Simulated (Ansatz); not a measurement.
A relaxation computed with Ansatz, from input to last step.

```yaml
crystal:
  lattice:
    - [4.72500306, 0.0, 0.0]
    - [0.0, 4.72500306, 0.0]
    - [0.0, 0.0, 4.72500306]
  atoms:
    - { symbol: Mn, position: [0.63711182, 0.13711182, 0.36288818], spin: 2.1 }
    - { symbol: Mn, position: [0.13711182, 0.36288818, 0.63711182], spin: 2.1 }
    - { symbol: Mn, position: [0.36288818, 0.63711182, 0.13711182], spin: 2.1 }
    - { symbol: Mn, position: [0.86288818, 0.86288818, 0.86288818], spin: 2.1 }
    - { symbol: Ge, position: [0.34236337, 0.84236337, 0.65763663] }
    - { symbol: Ge, position: [0.84236337, 0.65763663, 0.34236337] }
    - { symbol: Ge, position: [0.65763663, 0.34236337, 0.84236337] }
    - { symbol: Ge, position: [0.15763663, 0.15763663, 0.15763663] }
basis:
  ecutwfc: 420
kpoints:
  mp_grid: { grid: [8, 8, 8] }
hamiltonian:
  xc: pbesol
scf:
  occupations: { method: gaussian, width: 0.1 }
output:
  forces: true
  stress: true
  eigenvalues: true
  populations: true
magnetization:
  spin_polarized: true
relax:
  adjacent_minimum: "off"
  f_tol: 0.01
  max_steps: 40
```

```bash
ansatz run input.yaml --threads 2 --pin off --max-ram 5120MiB --backend cpu --events-out ev --progress --plain --runs-dir out
```

Theory: Ansatz 0.2.0, DFT PBEsol, scalar-relativistic, plane waves, PAW.

Of 3 frames 3 are shown, positions in Å and forces in eV/Å; the SCF threshold varies from step to step.

```xyz
8
Lattice="4.7250 0.0000 0.0000 0.0000 4.7250 0.0000 0.0000 0.0000 4.7250" Properties=species:S:1:pos:R:3:forces:R:3 pbc="T T T" step=1 free_energy_over_end_meV_per_atom=0.15
Mn    3.0104    0.6479    1.7146   -0.0289   -0.0289    0.0289
Mn    0.6479    1.7146    3.0104   -0.0289    0.0289   -0.0289
Mn    1.7146    3.0104    0.6479    0.0289   -0.0289   -0.0289
Mn    4.0771    4.0771    4.0771    0.0289    0.0289    0.0289
Ge    1.6177    3.9802    3.1073    0.0407    0.0407   -0.0407
Ge    3.9802    3.1073    1.6177    0.0407   -0.0407    0.0407
Ge    3.1073    1.6177    3.9802   -0.0407    0.0407    0.0407
Ge    0.7448    0.7448    0.7448   -0.0407   -0.0407   -0.0407
8
Lattice="4.7250 0.0000 0.0000 0.0000 4.7250 0.0000 0.0000 0.0000 4.7250" Properties=species:S:1:pos:R:3:forces:R:3 pbc="T T T" step=2 free_energy_over_end_meV_per_atom=0.03
Mn    3.0089    0.6464    1.7161   -0.0126   -0.0126    0.0126
Mn    0.6464    1.7161    3.0089   -0.0126    0.0126   -0.0126
Mn    1.7161    3.0089    0.6464    0.0126   -0.0126   -0.0126
Mn    4.0786    4.0786    4.0786    0.0126    0.0126    0.0126
Ge    1.6193    3.9818    3.1057    0.0185    0.0185   -0.0185
Ge    3.9818    3.1057    1.6193    0.0185   -0.0185    0.0185
Ge    3.1057    1.6193    3.9818   -0.0185    0.0185    0.0185
Ge    0.7432    0.7432    0.7432   -0.0185   -0.0185   -0.0185
8
Lattice="4.7250 0.0000 0.0000 0.0000 4.7250 0.0000 0.0000 0.0000 4.7250" Properties=species:S:1:pos:R:3:forces:R:3 pbc="T T T" step=3 free_energy_over_end_meV_per_atom=0.00
Mn    3.0079    0.6454    1.7171    0.0002    0.0002   -0.0002
Mn    0.6454    1.7171    3.0079    0.0002   -0.0002    0.0002
Mn    1.7171    3.0079    0.6454   -0.0002    0.0002    0.0002
Mn    4.0796    4.0796    4.0796   -0.0002   -0.0002   -0.0002
Ge    1.6207    3.9832    3.1043   -0.0001   -0.0001    0.0001
Ge    3.9832    3.1043    1.6207   -0.0001    0.0001   -0.0001
Ge    3.1043    1.6207    3.9832    0.0001   -0.0001   -0.0001
Ge    0.7418    0.7418    0.7418    0.0001    0.0001    0.0001
```

Time: 2.5 min on 2 threads of Arm Neoverse V1, with other jobs on the host, peak memory 0.77 GiB.

Only parallel moments were tried here.